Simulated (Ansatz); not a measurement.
CoSi$_{2}$ (fluorite type, space group Fm-3m)

```xyz
3
Lattice="0.0000 2.6575 2.6575 2.6575 0.0000 2.6575 2.6575 2.6575 0.0000" Properties=species:S:1:pos:R:3 pbc="T T T"
Co     0.0000     0.0000     0.0000
Si     1.3287     1.3287     1.3287
Si     3.9862     3.9862     3.9862
```

The slice is a {110} plane (indices of the conventional cell) through the point (0.750, 0.750, 0.750) (fractional), spanned by u = [100] and v = [1 -1 -1] in vectors of this cell: u (3.76 Å) and v (5.31 Å, at 90° to u). It covers one period; positions are fractions (u, v).

Calculation: r2SCAN (plane waves to 500 eV, PAW, scalar-relativistic; Ansatz, a first-principles code). k mesh 15×15×15. These are valence fields of a PAW run, semicore shells included where kept as valence: close to a nucleus they are smooth pseudo fields. CoSi2 is run without spin polarisation. CoSi2 was relaxed with its symmetry unable to fall.

### Question
What is the ELF at the midpoint of the shortest Co–Si line in this plane (2.30 Å)?

### Answer
0.5.

### Question
What is the valence density on the shortest Co–Si line in this plane (2.30 Å), at its midpoint?

### Answer
0.51 e/Å³.

### Question
The ELF has a maximum in the middle third of the Co–Si line. Where, and how high?

### Answer
0.73, 1.4 Å from Co.

### Question
Predict the map of the valence electron density on the slice.

### Answer
```
|1122333333333333333333333322|
|2233333333334444443333333333|
|3333333333556666665533333333|
|3333333344668899886644333333|
|3333333344669999996644333333|
|3333333344668899886644333333|
|3333333333556666665533333333|
|2233333333334444443333333333|
|1122333333333333333333333322|
|0011223333222222222233332211|
|1122223322222211222222332222|
|2222332222111111111122223322|
|3333222211110000001111222233|
|3333222211000000000011222233|
|3333222211000000000011222233|
|3333222211000000000011222233|
|3333222211110000001111222233|
|2222332222111111111122223322|
|1122223322222211222222332222|
|0011223333222222222233332211|
```
Scale: ten equal steps from -1.49 (start of '0') to 1.76 (end of '9'), in the order '0123456789'. Values: log₁₀ of the valence density in e/Å³. The map has 14 points along u (two characters each, u = 0 at the left) and 20 along v (v = 0 in the bottom row). The scale is logarithmic, as a density can span decades between atoms and voids.
